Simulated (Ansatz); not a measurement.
Relaxation of a relaxed TiTe2 cell shaken by Gaussian noise of σ = 0.08 Å a coordinate; 12 atoms in the cell, which starts as P1 (No. 1), aP12; a = 6.7622 Å, b = 6.8344 Å, c = 7.1077 Å, α = 90.00°, β = 99.59°, γ = 90.00°. All values below come from r2SCAN (plane waves to 500 eV, PAW, scalar-relativistic; Ansatz, a program for electronic structure). Γ-centred k-mesh 3×3×3 on the run's cell (coarser than for final values), Fermi–Dirac smearing 0.05 eV. This is the first round of the run. 

The optimiser's lines from the output (shortened; P is positive under compression):

```
relax step   1: F+E_penalty+E_count = -65983.13229130 eV  Δ(F+E_penalty+E_count) = +0.000e0 eV  max|allowed force component| = 1.014e0 eV/Å  Δτ_max = 0.0000 Å  P = +1.011 GPa  Ω = 323.899 Å³  (11 SCF iters, dr2 threshold 1.00e-7 eV, accepted)
relax step   2: F+E_penalty+E_count = -65983.56298149 eV  Δ(F+E_penalty+E_count) = -4.307e-1 eV  max|allowed force component| = 4.568e-1 eV/Å  Δτ_max = 0.1948 Å  P = -0.346 GPa  Ω = 325.433 Å³  (9 SCF iters, dr2 threshold 1.20e-6 eV, accepted)
relax step   3: F+E_penalty+E_count = -65983.64749560 eV  Δ(F+E_penalty+E_count) = -8.451e-2 eV  max|allowed force component| = 1.509e-1 eV/Å  Δτ_max = 0.1210 Å  P = +0.183 GPa  Ω = 323.013 Å³  (12 SCF iters, dr2 threshold 1.20e-6 eV, accepted)
relax step   4: F+E_penalty+E_count = -65983.66214734 eV  Δ(F+E_penalty+E_count) = -1.465e-2 eV  max|allowed force component| = 2.361e-2 eV/Å  Δτ_max = 0.0608 Å  P = +0.023 GPa  Ω = 323.849 Å³  (8 SCF iters, dr2 threshold 1.20e-6 eV, accepted)
relax step   5: F+E_penalty+E_count = -65983.66247015 eV  Δ(F+E_penalty+E_count) = -3.228e-4 eV  max|allowed force component| = 5.584e-3 eV/Å  Δτ_max = 0.0080 Å  P = -0.010 GPa  Ω = 324.086 Å³  (7 SCF iters, dr2 threshold 3.48e-8 eV, accepted)
relax step   6: F+E_penalty+E_count = -65983.66251566 eV  Δ(F+E_penalty+E_count) = -4.552e-5 eV  max|allowed force component| = 5.525e-3 eV/Å  Δτ_max = 0.0000 Å  P = -0.010 GPa  Ω = 324.086 Å³  stress off target by 1.87e-2 GPa  SCF on the basis re-selected at this cell (its energy is not comparable with the rows above)  (7 SCF iters)
```

From the first to the last row the energy changes by -0.04 eV/atom and the volume by +0.1 %. The last row is marked as not comparable with the walk above it, whose basis was carried along; it does compare with step 1, since both stand on a basis selected at the nominal cutoff for their own cell.

Later rounds, restarted from the end of this one on a renewed k-mesh, logged 4 more steps and released under 0.01 eV/atom more. The final structure after all rounds: P2₁/c (No. 14), mP12, AFLOW prototype A2B_mP12_14_2e_e (C43, as in ZrO2); a = 6.761 Å, b = 6.836 Å, c = 7.106 Å, α = 90.00°, β = 99.57°, γ = 90.00°. No spin polarisation in the result.

The relaxed structure here is a generated cell of TiTe2: the first start was made by placing the elements on the sites of a structure type, and the end was not matched to a known phase here, so it may be hypothetical. Known forms of TiTe2 include space group No. 164.
